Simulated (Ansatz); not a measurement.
# Structure relaxation, Hf

The start is a relaxed Hf cell, doubled along one cell vector, shaken by Gaussian noise of σ = 0.08 Å a coordinate. A full variable-cell relaxation at zero pressure is run with PBEsol (plane waves to 420 eV, PAW, scalar-relativistic; Ansatz, an electronic-structure program). First-step values are on the input's coarse k-mesh.

Ansatz input (later rounds restart from its end on a renewed k-mesh):
Ansatz 0.2 input:
```yaml
crystal:
  lattice:
    - [-1.5009451316, 2.546545592, 4.3117383452]
    - [3.0018902632, -5.093091184, 8.6234766904]
    - [1.5009451316, 2.546545592, -4.3117383452]
  atoms:
    - { symbol: Hf, position: [0.4872972424, 0.2446776849, -0.0323327354] }
    - { symbol: Hf, position: [0.4879926392, 0.75004129, -0.0132332415] }
    - { symbol: Hf, position: [0.8187815602, 0.1480393732, 0.4802003904] }
    - { symbol: Hf, position: [0.8123115532, 0.6697692873, 0.5501549126] }
    - { symbol: Hf, position: [0.2176727873, 0.3490773724, 0.5620854244] }
    - { symbol: Hf, position: [0.1782123106, 0.8715576795, 0.5381289873] }
basis: { ecutwfc: 420, ecutrho_ratio: 4, xc_grid: 2, fft_grid_basis: typed }
kpoints: { mp_grid: { grid: [8, 6, 12] } }
hamiltonian:
  xc: pbesol
  dispersion: none
  pseudopotentials: { azcp: { folder: ./paw }, kind: paw }
scf: { occupations: { method: fermi_dirac, width: 0.05 } }
relax: { f_tol: 0.01, max_steps: 100, cell: { stress_tol: 0.02 } }
output: { forces: true, stress: true }
```

- Largest initial force = 2.06 eV/Å, on Hf5 (atoms numbered as listed)
- Energy released = 0.25 eV/atom
- Volume change = -2.7 %, from 21.97 to 21.38 Å³/atom
- Relative to the parent = It does not go back: it reaches P6/mmm (No. 191), 0.17 eV/atom below the parent
- Optimiser moves = 14

The end point of the relaxation:

```cif
data_Hf3
_chemical_formula_sum 'Hf3'
_space_group_name_H-M_alt 'P6/mmm'
_space_group_IT_number 191
_space_group_name_Hall '-P 6 2'
_cell_length_a 4.91917
_cell_length_b 4.91917
_cell_length_c 3.06109
_cell_angle_alpha 90.000
_cell_angle_beta 90.000
_cell_angle_gamma 120.000
loop_
_atom_site_label
_atom_site_type_symbol
_atom_site_symmetry_multiplicity
_atom_site_Wyckoff_symbol
_atom_site_fract_x
_atom_site_fract_y
_atom_site_fract_z
_atom_site_occupancy
Hf1 Hf 2 c 0.33333 0.66667 0.00000 1
Hf2 Hf 1 b 0.00000 0.00000 0.50000 1
```

Final values are on a 11×11×15 k-mesh of the relaxed cell. No spin polarisation in the result.

The relaxed structure here is a generated cell of Hf: the first start was made by a random draw of sites in a space group, and the end was not matched to a known phase here, so it may be hypothetical. Known forms of Hf include space group No. 194.
